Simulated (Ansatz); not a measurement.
Computed with DFT PBE, scalar-relativistic, plane waves, PAW (Ansatz 0.2.0). Settings: cutoff 420 eV, Γ-centred meshes spaced at most about 0.3 Å⁻¹, and about 0.25 Å⁻¹ or finer for metals (2π included), Gaussian smearing. No spin polarisation in the final relaxations.

These are static total energies at zero pressure. All come from trial cells, and lower structures may exist.

**Question.** These unrelaxed guesses for Ge₄N are each relaxed within their symmetry. Order them by the energy at which they end, lowest first.
A.

Space group Pm-3m (No. 221). a = 4.610 Å, b = 4.610 Å, c = 4.610 Å, α = 90.00°, β = 90.00°, γ = 90.00°
```
atom  site  symmetry       x       y       z
  Ge    3c    4/mm.m  0.0000  0.5000  0.5000
  Ge    1a      m-3m  0.0000  0.0000  0.0000
   N    1b      m-3m  0.5000  0.5000  0.5000
```

B.

Space group P4mm (No. 99). a = 4.347 Å, b = 4.347 Å, c = 4.708 Å, α = 90.00°, β = 90.00°, γ = 90.00°
| atom | site | symmetry | x | y | z |
| --- | --- | --- | --- | --- | --- |
| Ge | 2c | 2mm. | 0.5000 | 0.0000 | 0.6420 |
| Ge | 2c | 2mm. | 0.5000 | 0.0000 | 0.2586 |
| N | 1b | 4mm | 0.5000 | 0.5000 | 0.0831 |

**Answer.** A (ends in Pm-3m, 0 meV/atom), B (ends in P4/mmm, 38 meV/atom). Even the lowest end lies +0.67 eV/atom against the elements.

Cells relaxed within their symmetry can be saddle points. Some types were kept out of the candidates beforehand, so the set may lack a known form.
